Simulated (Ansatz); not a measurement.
Consider the following.

Y$_{2}$Si:
```cif
data_Si2Y4
_chemical_formula_sum 'Y4 Si2'
_space_group_name_H-M_alt 'P4/nmm :1'
_space_group_IT_number 129
_space_group_name_Hall 'P 4ab 2ab -1ab'
_cell_length_a 4.35231
_cell_length_b 4.35231
_cell_length_c 8.00618
_cell_angle_alpha 90.000
_cell_angle_beta 90.000
_cell_angle_gamma 90.000
loop_
_space_group_symop_operation_xyz
  'x, y, z'
  '-y+1/2, x+1/2, z'
  '-x, -y, z'
  'y+1/2, -x+1/2, z'
  'x+1/2, -y+1/2, -z'
  '-y, -x, -z'
  '-x+1/2, y+1/2, -z'
  'y, x, -z'
  '-x+1/2, -y+1/2, -z'
  'y, -x, -z'
  'x+1/2, y+1/2, -z'
  '-y, x, -z'
  '-x, y, z'
  'y+1/2, x+1/2, z'
  'x, -y, z'
  '-y+1/2, -x+1/2, z'
loop_
_atom_site_label
_atom_site_type_symbol
_atom_site_symmetry_multiplicity
_atom_site_Wyckoff_symbol
_atom_site_fract_x
_atom_site_fract_y
_atom_site_fract_z
_atom_site_occupancy
Y1 Y 2 a 0.00000 0.00000 0.00000 1
Y2 Y 2 c 0.50000 0.00000 0.35947 1
Si1 Si 2 c 0.00000 0.50000 0.27184 1
```

This is the PBE-relaxed structure.

**Question.** All from plane-wave PAW PBE (Ansatz code), unless another level is named. Estimate the electronic character.

**Answer.** metallic (no gap).

**Question.** What about the formation energy from the elements (no fitted shifts)?

**Answer.** -0.54 eV/atom.

**Question.** Next, the density of states at the Fermi level?

**Answer.** 0.61 states/eV per atom (mean over ±0.08 eV).

A made-up cell: these elements were put on the sites of a structure type; neither database checked (COD, Materials Project) lists it. Its standing as an ambient phase is unchecked. The cell was relaxed with PBE under the symmetry of its start; its stability against distortions is not shown here. The run is not spin-polarised. The references are the lowest solids computed at this level, not always the standard phases. Spin–orbit coupling is left out wherever it is not named.

Potentials: the later of the program's two PAW sets.
